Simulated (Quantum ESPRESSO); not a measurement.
```xyz
6
Lattice="3.5580 0.0000 0.0000 0.0000 3.5580 0.0000 0.0000 0.0000 5.1719" Properties=species:S:1:pos:R:3 pbc="T T T"
Hf     1.7790     1.7790     2.5859
Hf     0.0000     0.0000     0.0000
O      0.0000     1.7790     3.6059
O      0.0000     1.7790     1.0199
O      1.7790     0.0000     4.1519
O      1.7790     0.0000     1.5660
```
Geometry: a computed entry of the Materials Project; it was not checked against measured cells. It is HfO2 in P4₂/nmc. Stability against distortions was not tested. The run has no spin polarisation.

With PBE (σ by GIPAW in a modified build of Quantum ESPRESSO; JTH PAW datasets, 22.5 Ha):

```tsv
quantity	PBE
σ_iso O (ppm)	-102.2
```

These are absolute shieldings with no macroscopic susceptibility term; δ = σ_ref − σ needs a reference computed alike. By our sweeps, such settings leave a few ppm in absolute σ on light atoms and up to some 20 ppm from Zn on. Spin–orbit coupling is left out; its weight grows with the heaviest atom, Hf here. The structure is static (0 K, no zero-point motion).

Task: What does the LDA, on its own JTH datasets and the same geometry, give?

Result: 
```json
[
 {"quantity": "σ_iso O (ppm)", "LDA": "-129.5", "LDA − PBE": "-27.2"}
]
```
